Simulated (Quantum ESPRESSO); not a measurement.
Simulation results for Ta4TiAg3 (simulated cell), Ta4TiAlWAu (simulated cell)

Computed with Quantum ESPRESSO 7.5. Calculation on a made-up metal alloy cell, not a measurement: no spin or spin-orbit, unrelaxed, 2900 K smearing, stress positive in tension, cell energy less fitted offsets; periodic Kohn-Sham density functional theory in plane waves with PseudoDojo standard norm-conserving scalar-relativistic pseudopotentials, each functional with its own files (v0.5 for PBE, v0.4.1 for LDA and PBEsol), eight atoms on drawn sites of a strained close-packed or body-centred lattice, each displaced and held fixed; the energy is the cell's free energy, ions and the entropy term -TS included, at the stated Fermi-Dirac width, less a fixed offset for each atom's element (shifted free energy); compositions with an open d shell lost a parallel starting moment in a cheaper test run, and other magnetic orders were not tried; an error bar is the largest change of its kind in a tighter rerun, never given below 0.002 eV, 0.02 GPa or 0.003 eV/angstrom, and covers cutoff and k-mesh only, not smearing or the files.

Settings shared by all entries: lattice type hexagonal close-packed; functional pbe; fermi dirac smearing 0.25 eV; electrons removed 0; run command mpirun -np 4 pw.x -nk 4 -in in; k mesh 5 x 5 x 5 shifted half a step off Gamma on each axis.

Notes on all entries: heavy elements are run without spin-orbit coupling, which real alloys of them have; a spin test at this wide smearing found no moment, but such smearing suppresses magnetism that the real alloy may have; lattice, volume and sites are drawn at random and may be unstable or far from any real phase; energies are for the whole cell, less offsets fitted to these runs, so they are not formation energies.

(1) 
```cif
# cell vector a (Å): 0.0663 4.9788 -0.0327
# cell vector b (Å): 2.8686 0.0068 4.7601
# cell vector c (Å): 2.7449 0.0698 -4.6861
data_Ta4TiAg3
_symmetry_space_group_name_H-M 'P 1'
_symmetry_Int_Tables_number 1
_cell_length_a 4.9793
_cell_length_b 5.5576
_cell_length_c 5.4313
_cell_angle_alpha 118.562
_cell_angle_beta 88.553
_cell_angle_gamma 89.858
_cell_volume 131.95
loop_
_atom_site_label
_atom_site_type_symbol
_atom_site_fract_x
_atom_site_fract_y
_atom_site_fract_z
_atom_site_occupancy
Ti1 Ti 0.98883 0.99990 0.99131 1
Ta1 Ta 0.99573 0.50703 0.50017 1
Ag1 Ag 0.34570 0.25392 0.78214 1
Ag2 Ag 0.36376 0.73742 0.25750 1
Ag3 Ag 0.51483 0.27054 0.27116 1
Ta2 Ta 0.50893 0.75283 0.75692 1
Ta3 Ta 0.84438 0.97943 0.48345 1
Ta4 Ta 0.84171 0.49492 0.00330 1
_calc_cutoff 1197  # eV
_calc_run_processor 'Intel Xeon, older, virtual cores'
_calc_stress_xy ?
_calc_pressure ?
```

Atoms:
```
atoms element  atom site  atom energy offset (eV)
           Ti          1                  -1615.4
           Ta          2                 -1771.44
           Ag          3                 -4218.03
           Ag          4                 -4218.03
           Ag          5                 -4218.03
           Ta          6                 -1771.44
           Ta          7                 -1771.44
           Ta          8                 -1771.44
```

Notes: error bars: energy 0.0029 eV, stress 0.032 GPa, force 0.0052 eV/Å, from a tighter rerun of a related cell, whose elements or sites may differ; 16 SCF iterations, 550 s of wall time on a shared machine.

(2) 
```cif
# cell vector a (Å): 2.8445 -0.0012 4.8852
# cell vector b (Å): 2.8457 -0.0517 -4.8859
# cell vector c (Å): -2.8909 4.9613 0.0266
data_Ta4TiAlWAu
_symmetry_space_group_name_H-M 'P 1'
_symmetry_Int_Tables_number 1
_cell_length_a 5.6530
_cell_length_b 5.6544
_cell_length_c 5.7422
_cell_angle_alpha 105.383
_cell_angle_beta 104.448
_cell_angle_gamma 119.570
_cell_volume 137.17
loop_
_atom_site_label
_atom_site_type_symbol
_atom_site_fract_x
_atom_site_fract_y
_atom_site_fract_z
_atom_site_occupancy
Ti1 Ti 0.98959 0.99630 0.97162 1
Au1 Au 0.99797 0.00225 0.51884 1
Ta1 Ta 0.40294 0.89747 0.34138 1
Ta2 Ta 0.42531 0.92321 0.81185 1
Al1 Al 0.49900 0.49172 0.98678 1
Ta3 Ta 0.50091 0.50428 0.51038 1
Ta4 Ta 0.94973 0.43787 0.35545 1
W1 W 0.90338 0.42067 0.82175 1
_calc_cutoff 1143  # eV
_calc_run_processor 'Intel Xeon, 2023 or later, virtual cores'
_calc_stress_xx ?
_calc_stress_xy ?
_calc_shifted_free_energy ?
_calc_stress_yy ?
```

Atoms:
```
atoms element  atom site  atom energy offset (eV)
           Ti          1                  -1615.4
           Au          2                 -4032.82
           Ta          3                 -1771.44
           Ta          4                 -1771.44
           Al          5                   -63.26
           Ta          6                 -1771.44
           Ta          7                 -1771.44
            W          8                 -2063.48
```

Notes: error bars: energy 0.002 eV, stress 0.02 GPa, force 0.0036 eV/Å, from a tighter rerun of a related cell, whose elements or sites may differ; 17 SCF iterations, 321 s of wall time on a shared machine.

Questions
1. Estimate the stress xy of Ta4TiAg3 (simulated cell) (entry 1).
2. Estimate the pressure of Ta4TiAg3 (simulated cell) (entry 1).
3. Give the table of forces values for Ta4TiAg3 (simulated cell) (entry 1).
4. What stress xx does the calculation give for Ta4TiAlWAu (simulated cell) (entry 2)?
5. Give the missing stress xy for Ta4TiAlWAu (simulated cell) (entry 2).
6. What shifted free energy does the calculation give for Ta4TiAlWAu (simulated cell) (entry 2)?
7. What stress yy does the calculation give for Ta4TiAlWAu (simulated cell) (entry 2)?
8. Give the table of forces values for Ta4TiAlWAu (simulated cell) (entry 2).

Calculated values
1. 1.81 GPa
2. 18.55 GPa
3. 
Forces:
```
site  x (eV/Å)  y (eV/Å)  z (eV/Å)
   1    -0.135     0.695    -0.629
   2     0.152     0.649    -0.812
   3    -0.907    -0.338     0.657
   4     0.745    -1.373     1.026
   5    -1.132    -0.859    -0.968
   6     0.658     0.362     -0.37
   7     1.033     0.354     0.567
   8    -0.414     0.509      0.53
```
4. -14.15 GPa
5. 1.53 GPa
6. -0.05 eV
7. -9.37 GPa
8. 
Forces:
```
site  x (eV/Å)  y (eV/Å)  z (eV/Å)
   1    -0.462     1.253     0.149
   2     0.882    -1.386    -0.314
   3     2.245    -2.137     0.067
   4    -0.787     3.207    -0.457
   5     0.348     0.803     -0.31
   6    -0.058    -0.935     1.308
   7    -2.318    -1.719    -0.994
   8     0.148     0.914     0.549
```

Further results for Ta4TiAg3 (simulated cell) (entry 1):

* entropy term negative ts: -1.555 eV
* stress xx: -20.73 GPa
* stress yy: -19.42 GPa
* stress zz: -15.51 GPa
* stress yz: -0.36 GPa
* stress xz: 0.39 GPa
* shifted free energy: 1.99 eV

Further results for Ta4TiAlWAu (simulated cell) (entry 2):

* entropy term negative ts: -1.529 eV
* pressure: 8.93 GPa
* stress zz: -3.26 GPa
* stress yz: 0.96 GPa
* stress xz: -0.84 GPa
